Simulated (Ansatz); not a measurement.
BPH4, a known structure type with other elements, at an estimated volume

```
CELL_PARAMETERS angstrom
0.00000 4.17390 0.00000
4.17390 0.00000 0.00000
2.08695 2.08695 -3.19883
ATOMIC_POSITIONS crystal
P 0.00000 0.00000 0.00000
B 0.75000 0.25000 0.50000
H 0.39100 0.26900 0.73800
H 0.73100 0.12900 0.26200
H 0.87100 0.99300 0.73800
H 0.00700 0.60900 0.26200
```

Level: PBE, no spin polarisation; 420 eV; 8×8×8 Γ-centred mesh; fermi-dirac occupations (width 0.052 eV); Ansatz 0.2.0, fixed geometry.

(1) Which element gives electrons and which takes them?

(2) Where is the largest force?

(3) Is it stable against the elements?

(4) Is the cell too large or too small?

(5) Is there a gap?

Origin: a known structure type with other elements, at an estimated volume, so it need not be a known compound. Caveats: atoms or cell far from equilibrium.

## Answers

(1) Bader charges in e: B +0.49, P +0.67, H -0.29. In the mean P gives up most and H takes most.

(2) The largest is on H3 (and as large on other atoms): 2.25 eV/Å, components (0.91, 1.54, 1.36). It makes 49° with the line to a nearest neighbour, B2 at 1.38 Å.

(3) 1.02 eV an atom against the elements' usual phases (free molecules for gases, crystals otherwise, with no correction for O₂ or N₂), so at this geometry it isn't bound against them. Relaxing would lower it.

(4) The pressure is 18.3 GPa (compression positive), so with the atoms held at these fractions the cell would first expand; the forces are large, so a full relaxation may end otherwise. The principal stresses 16.4, 16.4, 21.9 GPa differ, so its shape would change too.

(5) It is a metal, with about 1.6 states/eV a cell as the mean within 0.25 eV of the Fermi level, mostly P p (43 %) and B p (35 %).
